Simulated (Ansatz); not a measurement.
**How far is PAW off for Fe?**

```
Fe
1.0
     2.44224    0.00000    0.00000
    -1.22112    2.11505    0.00000
     0.00000    0.00000    3.85470
Fe
2
Direct
  0.33333 0.66667 0.25000
  0.66667 0.33333 0.75000
```

Atoms are numbered in the order listed.

The conventional cell has a = 2.442 Å, b = 2.442 Å, c = 3.855 Å, α = 90.00°, β = 90.00°, γ = 120.00°. Fe (atom 1) has 12 Fe at 2.39 to 2.44 Å as nearest neighbours.

Structure from Materials Project entry mp-136 (possibly hypothetical), not relaxed further. The listed cell was then made from it by scaling, straining or moving an atom.

Spin polarisation is left out, and whether a magnetic state lies lower isn't shown here.

Methods: DFT, PBEsol, PAW with Ansatz's default frozen-core files, scalar-relativistic (Ansatz 0.2.0); DFT, PBEsol, all-electron PAW with datasets made for the crystal, scalar-relativistic (Ansatz 0.2.0); DFT, PBEsol, all-electron LAPW, scalar-relativistic (Ansatz 0.2.0).

For PAW: a Γ-centred 17×17×10 k mesh, Fermi–Dirac smearing of 0.08 eV, cutoff 420 eV, no spin polarisation; the PAW files were made with PBE, and the program remakes their frozen cores for this functional. The crystal-made all-electron datasets (AE datasets) take a cutoff of 360 eV at this cell. LAPW targets a basis error of 0.25 meV/atom. The Ansatz runs share mesh, smearing and spin set-up. Plane-wave (PAW) pressures include the program's estimate of the Pulay term.

Stress and pressure are positive in compression.

The change that made this cell: volume scaled by 1.01.

```json
{"quantity": "pressure (GPa)", "PAW": "-4.26", "AE datasets": "-4.35", "LAPW": "-4.35"}
{"quantity": "stress xx (GPa)", "PAW": "-4.53", "AE datasets": "-4.59", "LAPW": "-4.59"}
{"quantity": "stress zz (GPa)", "PAW": "-3.73", "AE datasets": "-3.85", "LAPW": "-3.85"}
```

PAW's pressure differs from the LAPW value by +0.08 GPa.
